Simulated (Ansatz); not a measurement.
The start is a generated trial cell of TiC in the TiAs structure type. The cell and all atomic positions are relaxed at zero pressure with PBE (plane waves to 420 eV, PAW, scalar-relativistic; Ansatz, a program for electronic structure). The first steps use a coarse 8×8×3 k-mesh.

Input geometry:
```
CELL_PARAMETERS angstrom
      3.20494     0.00000     0.00000
     -1.60247     2.77556     0.00000
      0.00000     0.00000    10.81228
ATOMIC_POSITIONS crystal
  Ti 0.33333 0.66667 0.12500
  Ti 0.66667 0.33333 0.62500
  Ti 0.66667 0.33333 0.87500
  Ti 0.33333 0.66667 0.37500
  C  0.00000 0.00000 0.00000
  C  0.00000 0.00000 0.50000
  C  0.33333 0.66667 0.75000
  C  0.66667 0.33333 0.25000
```

Problem. What pressure does the first self-consistent step give?

Solution. -24 GPa (negative: the cell is under tension).

Problem. What is the largest force in the starting geometry, and on which atom (counted from 1)?

Solution. About 1.7 eV/Å, on Ti1, Ti2, Ti3, Ti4 (atoms numbered as listed).

Problem. By how much does the energy per atom fall from start to end?

Solution. 0.16 eV/atom.

Problem. How does the volume per atom move from start to end?

Solution. -12.7 %, from 12.02 to 10.49 Å³/atom.

Problem. How do the shortest distances between atoms change?

Solution. The closest pairs of elements (up to four, under 3.6 Å), start → end: C–Ti 2.29 → 2.16 Å; Ti–Ti 2.70 → 2.73 Å; C–C 3.20 → 3.05 Å.

Problem. What band gap does the relaxed structure have at this level?

Solution. No gap (metallic).

Problem. Give the final cell and atomic positions.

Solution. 
```cif
data_C4Ti4
_chemical_formula_sum 'Ti4 C4'
_space_group_name_H-M_alt 'P63/mmc'
_space_group_IT_number 194
_space_group_name_Hall '-P 6c 2c'
_cell_length_a 3.04538
_cell_length_b 3.04538
_cell_length_c 10.45153
_cell_angle_alpha 90.000
_cell_angle_beta 90.000
_cell_angle_gamma 120.000
loop_
_atom_site_label
_atom_site_type_symbol
_atom_site_symmetry_multiplicity
_atom_site_Wyckoff_symbol
_atom_site_fract_x
_atom_site_fract_y
_atom_site_fract_z
_atom_site_occupancy
Ti1 Ti 4 f 0.66667 0.33333 0.11943 1
C1 C 2 a 0.00000 0.00000 0.00000 1
C2 C 2 c 0.33333 0.66667 0.25000 1
```

The space group stays P6₃/mmc (No. 194) (the run could not lower it); the end is AFLOW prototype AB_hP8_194_ad_f (B_i, as in TiAs), with 8 atoms in the primitive cell. Final values are on a 18×18×5 k-mesh of the relaxed cell. No spin polarisation in the result.

The run could not lose the symmetry of its start, so the end can be a saddle point.

The relaxed structure here is a generated cell of TiC: the first start was made by placing the elements on the sites of a structure type, and the end was not matched to a known phase here, so it may be hypothetical. Known forms of TiC include space group No. 225.
